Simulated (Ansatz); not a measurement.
**Ansatz 0.2.0, settings compared: IF**

Launch command:

```bash
ansatz run input.yaml --threads 1 --pin off --max-ram 2560MiB --backend cpu --events-out ev --progress --plain --runs-dir out
```

input.yaml:

```yaml
crystal:
  lattice:
    - [0.0, 3.707725, 0.0]
    - [6.819217, -1.853862, 0.0]
    - [-0.256517, 1.853862, -8.372729]
  atoms:
    - { symbol: I, position: [0.65374, 0.12497, 0.81749] }
    - { symbol: I, position: [0.34626, 0.87503, 0.18251] }
    - { symbol: F, position: [0.92917, 0.69017, 0.83183] }
    - { symbol: F, position: [0.07083, 0.30983, 0.16817] }
    - { symbol: I, position: [0.11073, 0.77307, 0.55161] }
    - { symbol: I, position: [0.88927, 0.22693, 0.44839] }
    - { symbol: F, position: [0.30659, 0.42726, 0.81408] }
    - { symbol: F, position: [0.69341, 0.57274, 0.18592] }
  symmetry: { tolerance: 0.0003 }
kpoints:
  mp_grid: { grid: [5, 5, 5], shift: [0, 0, 0] }
magnetization:
  spin_polarized: false
scf:
  occupations: { method: fermi_dirac }
hamiltonian:
  pseudopotentials: { kind: paw }
  xc: pbe
basis:
  ecutwfc: 420
output:
  forces: true
  stress: true
  eigenvalues: true
```

Origin of the cell: a known structure type with other elements, at an estimated volume, so it need not be a known compound.

The smearing width isn't typed, so it takes its default of 0.1 eV.

Output of this run (shortened):

```
Pseudopotentials: kind: paw
Pseudopotential: I, paw, valence charge 17, recommended cutoff 420 eV (normal), I.paw.azcp
Pseudopotential: F, paw, valence charge 7, recommended cutoff 420 eV (normal), F.paw.azcp
Functional definition: PBE
  exchange = pbe_x(kappa = kappa, mu = beta*pi^2/3)
  correlation = pbe_c(beta = beta)
Crystal: 8 atoms, lattice volume = 211.694 Å³
Basis set: ecut = 420 eV, 4135 PW (Γ), exchange–correlation on 50×96×120 points (8 copies of the dense FFT grid, shifted against one another)
Bands: 58, of which v1, the nominal top of the filled ones, is band 48 counted from 1 (47 counted from 0)
Symmetry: 4 space group operations
Space group: C2/m (ITA 12), of the structure as read, at distance tolerance 1.8e-3 Å
k-points: 39 of 125
[… 4 lines left out …]
Initial density: superposition of atomic densities (neutral atoms: chi_scale 0, normalization atom), corrected by the library's trained network
Functional: x = pbe(κ = 0.804, μ = 0.219515), c = pbe(β = 0.066725)
SCF iter   1: F=—  HF=-33274.621580 eV  Δρ=1.13e-2  dr2=7.94e-1  defer=33
SCF iter   2: F=—  HF=-33274.561642 eV  Δρ=6.44e-3  dr2=5.99e-2  defer=58
SCF iter   3: F=—  HF=-33274.553868 eV  Δρ=2.25e-3  dr2=2.94e-2  defer=58
SCF iter   4: F=—  HF=-33274.551244 eV  Δρ=1.28e-3  dr2=7.67e-3  defer=58
SCF iter   5: F=—  HF=-33274.550766 eV  Δρ=8.49e-4  dr2=2.16e-3  defer=58
SCF iter   6: F=—  HF=-33274.550610 eV  Δρ=3.70e-4  dr2=3.46e-4  defer=58
SCF iter   7: F=—  HF=-33274.550619 eV  Δρ=1.27e-4  dr2=3.51e-5  defer=58
SCF iter   8: F=—  HF=-33274.550642 eV  Δρ=3.11e-5  dr2=2.81e-6  defer=58
SCF iter   9: F=—  HF=-33274.550641 eV  Δρ=9.11e-6  dr2=2.26e-7  defer=58
SCF iter  10: F=-33274.550641 eV  HF=-33274.550641 eV  Δρ=2.76e-6  dr2=1.62e-8
SCF 1 converged in 10 iterations: F = -33274.550641 eV  dr2 = 1.62e-8
SCF converged after 10 iterations
Free energy (F): -33274.550641 eV
Harris-Foulkes:  -33274.550641 eV  (|F-HF|=5.18e-9)
Internal energy: -33274.206046 eV  (E = F + TS)
E sigma→0 (E₀):  -33274.378344 eV
Entropy (-TS):   -0.344596 eV (-43.074 meV/atom)
Fermi energy:    3.577892 eV
--- Per-component energies (eV) ---
  E_band       = -1802.467071
  E_kinetic    = 1554.911680
  E_local      = -10091.943417  (includes V_loc(G=0)·N_el)
  E_nonlocal   = -79.269512
  E_hartree    = 4812.329644
  E_xc         = -820.975746
  E_vxc        = -908.869478  (∫ρ·V_xc dr)
  E_paw        = -20049.297396  (= ΣΔE_a)
  E_vpaw       = -1901.967207  (= ΣTr[D̂ρ^β])
  E_aug_tail   = 0.008047  (compensation charges beyond the density's cutoff)
  E_ewald      = -8599.969346
  E_smearing   = -0.344596  (= −TS)
  Σ components = -33274.550641   (vs F -33274.550641, Δ=0.00e0)
--- Forces (eV/Å), atoms counted from 1 ---
  atom   1  I      1.247762     0.000000     0.567851
  atom   2  I     -1.247762    -0.000000    -0.567851
  atom   3  F      0.932562     0.000000     1.906067
  atom   4  F     -0.932562    -0.000000    -1.906067
  atom   5  I     -0.637550    -0.000000    -1.120514
  atom   6  I      0.637550     0.000000     1.120514
  atom   7  F     -1.089661    -0.000000     0.163724
  atom   8  F      1.089661     0.000000    -0.163724
  max |Σ_I F_I| component: 0.00e0 eV/Å
--- Stress (GPa, compression-positive) ---
       -2.954764      -0.000000      -2.796852
       -0.000000      -2.519917      -0.000000
       -2.796850      -0.000000     -10.862878
  P = ⅓ Tr σ = -5.4459 GPa (-54.459 kbar)
```

The same input was run again with these changes:

1. `hamiltonian.pseudopotentials` { kind: paw } → { kind: paw, source: jth }; `kpoints.mp_grid.grid` [5, 5, 5] → [4, 4, 4]
2. `basis.xc_grid` default → 2; `scf.convergence.dr2_threshold` default → 1.0e-11; `hamiltonian.xc` pbe → lda
3. `kpoints.mp_grid.grid` [5, 5, 5] → [8, 8, 8]; `scf.mixing.preconditioner` default → kerker_dos

| run | end | SCF iterations | P (GPa) | max force component (eV/Å) | moment (μB) | ΔE(σ→0) (meV/atom) |
| --- | --- | --- | --- | --- | --- | --- |
| base | converged | 10 | -5.45 | 1.906 | – | 0 |
| 1 | converged | 12 | -5.45 | 1.869 | – | – |
| 2 | converged | 14 | -9.21 | 2.092 | – | – |
| 3 | converged | 16 | -5.37 | 1.912 | – | 5.63 |

Energies are compared only where functional, datasets, charge and starting cell are the same.

Not properties of the system: run 1 (too coarse or loose: `kpoints.mp_grid.grid` = [4, 4, 4]).

Caveats of the base run: no spin, though holes on the anions or broken bonds may carry moments; no spin-orbit coupling, though heavy elements are present; the k mesh is coarse if the cell is a metal.

Run 1: the cutoff lies below the datasets' advice.

The base run took 18 s of wall time on 1 CPU thread(s) of a shared host, from the program's own first density.
